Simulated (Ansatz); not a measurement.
A distorted cell of AlN (zinc blende):

```
CELL_PARAMETERS angstrom
      0.00000     4.40253     4.40253
      2.20127     2.20127     4.40253
      2.20127     2.20127     0.00000
ATOMIC_POSITIONS crystal
  N  0.00000 0.71593 0.78407
  N  0.50000 0.78407 0.71593
  Al 0.00000 0.00000 0.00000
  Al 0.50000 0.00000 0.00000
```

Computed with PBE (plane waves to 420 eV, PAW, scalar-relativistic; Ansatz, a first-principles code). k mesh 13×13×13 (Γ-centred), Fermi-Dirac smearing 0.05 eV. Stress and pressure are positive under compression. AlN was relaxed with its symmetry unable to fall. The PAW data are Ansatz's earlier set.

Predict the force on every atom, in eV/Å.


```
atom     Fx     Fy      Fz
----  -----  -----  ------
N1    0.000  0.000   3.681
N2    0.000  0.000  -3.681
Al3   0.000  0.000   0.000
Al4   0.000  0.000   0.000
```

Give the stress tensor in GPa and the pressure.


```
   5.69     0.00     0.00
   0.00     5.69     0.00
   0.00     0.00    -1.17
```
The pressure, a third of the trace, is 3.40 GPa.

(A displaced cell: forces are minus the slopes of the energy, force constants its curvatures, and phonons follow from these.)
